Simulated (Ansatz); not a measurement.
# ZnCd3O4: stable or not

The cell was found from a structure generator's guess, not taken from experiment.

All numbers below come from Ansatz, DFT PBE, scalar-relativistic, plane waves, PAW. Settings of the last relaxation (8-atom cell): 420 eV, 10×10×4 k points, Gaussian smearing of 0.10 eV, no spin polarisation.

```
Zn Cd O
1.0
     3.51712    0.00000    0.00000
     0.00000    3.51712    0.00000
     0.00000    0.00000   10.10210
Zn Cd O
1 3 4
Direct
  0.50000 0.50000 0.00000
  0.00000 0.00000 0.76680
  0.00000 0.00000 0.23320
  0.50000 0.50000 0.50000
  0.50000 0.00000 0.90048
  0.00000 0.50000 0.09952
  0.50000 0.00000 0.36656
  0.00000 0.50000 0.63344
```

Formation energies are uncorrected and refer to the elements' standard structures at the same level (O₂ as a molecule).

**Question.** These tests were run: energy against the elements; phonons on a 2×2×1 q mesh; elastic tensor. What do they show?

**Answer.**

```json
{"test": "energy against the elements", "result": "−1.09 eV/atom"}
{"test": "phonons on a 2×2×1 q mesh", "result": "no imaginary mode on the mesh, but the interpolation dips to 37i cm⁻¹ between its points"}
{"test": "elastic tensor", "result": "least eigenvalue 11 GPa"}
```

It fails none of these tests outright. Other phases of the system weren't compared here, so this isn't yet thermodynamic stability. Undecided within the accuracy: phonons on a 2×2×1 q mesh and elastic tensor.

The run for the phonons used a 10×10×4 k mesh and Fermi–Dirac smearing of 0.15 eV. The run for the elastic tensor used a 10×10×4 k mesh and Fermi–Dirac smearing of 0.15 eV.
